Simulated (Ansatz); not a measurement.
Method: DFT PBE, scalar-relativistic, plane waves, PAW (Ansatz 0.2.0). Settings: cutoff 420 eV, Γ-centred meshes spaced at most about 0.3 Å⁻¹, and about 0.25 Å⁻¹ or finer for metals (2π included), Gaussian smearing. No spin polarisation in the final relaxations.

All energies are static (0 K, no zero-point motion).

Compare these two cells of NbC₂, each relaxed at this level.

1.

Space group P6/mmm (No. 191). a = 3.178 Å, b = 3.178 Å, c = 3.109 Å, α = 90.00°, β = 90.00°, γ = 120.00°
```json
{"atom": "Nb", "site": "1a", "symmetry": "6/mmm", "x": "0.0000", "y": "0.0000", "z": "0.0000"}
{"atom": "C", "site": "2d", "symmetry": "-6m2", "x": "0.3333", "y": "0.6667", "z": "0.5000"}
```

2.

Space group Fm-3m (No. 225). a = 5.151 Å, b = 5.151 Å, c = 5.151 Å, α = 90.00°, β = 90.00°, γ = 90.00°
| atom | site | symmetry | x | y | z |
| --- | --- | --- | --- | --- | --- |
| Nb | 4a | m-3m | 0.0000 | 0.0000 | 0.0000 |
| C | 8c | -43m | 0.2500 | 0.7500 | 0.7500 |

Question: Which would you expect to be lower, and how large is the difference?

Answer: Cell 1 is lower, by 186 meV/atom. Cell 1 has the AlB2 type, space group P6/mmm (No. 191), 9.1 Å³/atom and no gap on its mesh; cell 2 has the fluorite type, space group Fm-3m (No. 225), 11.4 Å³/atom and no gap. Counting C atoms around Nb (those within 1.25 times the shortest such distance or 1.15 times the sum of covalent radii), cell 1 has Nb 12 and cell 2 has Nb 8. The denser one is the lower, and pressure would at first widen the difference. Even the lower one lies +1.26 eV/atom against the reference forms of the elements (uncorrected), so neither is stable at this level. In cell 1, around Nb lie 12 C at 2.40 Å; C is surrounded by 3 C at 1.83 Å and 6 Nb at 2.40 Å. In cell 2, Nb is surrounded by 8 C at 2.23 Å; around C lie 4 Nb at 2.23 Å and 6 C at 2.58 Å. Both come from invented guesses. A third cell relaxed alike, in P-1, lies 0.99 eV/atom below the lower of the two.

Cells relaxed within their symmetry can be saddle points.
